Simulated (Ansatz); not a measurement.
## CaBe2Ge2, a strained cell with displaced atoms

```
CELL_PARAMETERS angstrom
4.02715 -0.01550 0.01357
-0.01550 3.98193 0.01461
0.03348 0.03604 9.74146
ATOMIC_POSITIONS crystal
Ge 0.24778 0.24654 0.36778
Ge 0.73906 0.74599 0.63230
Ca 0.24402 0.25631 0.75053
Ca 0.74587 0.73900 0.25417
Be 0.25012 0.24417 0.11002
Be 0.75117 0.75134 0.89333
Ge 0.74769 0.24884 0.00111
Ge 0.25545 0.75685 0.00159
Be 0.74574 0.24645 0.49762
Be 0.25333 0.74609 0.49521
```

Method: LDA, no spin polarisation; PAW, plane waves to 420 eV, 5×5×2 (shifted by 0, 0.5, 0 steps) mesh, fermi-dirac occupations (width 0.0622 eV) (Ansatz 0.2.0), atoms fixed.

- Formation energy: -0.27 eV an atom against the elements' usual phases (free molecules for gases, crystals otherwise, with no correction for O₂ or N₂), so it is bound against them; other compounds may still compete. Relaxing would lower it.
- Electronic structure: It is a metal, with about 1.8 states/eV a cell as the mean within 0.25 eV of the Fermi level.
- Forces: The largest is on Be6: 2.00 eV/Å, components (0.09, -0.07, -2.00). It makes 120° with the line to a nearest neighbour, Ge7 at 2.25 Å.
- Stress: The pressure is -1.9 GPa (compression positive), so with the atoms held at these fractions the cell would first shrink; the forces are large, so a full relaxation may end otherwise. The principal stresses -3.1, -2.0, -0.5 GPa differ, so its shape would change too.

Origin: a strained cell with displaced atoms, so it need not be a known compound. Caveats: the k mesh is coarse if the cell is a metal; atoms or cell far from equilibrium.
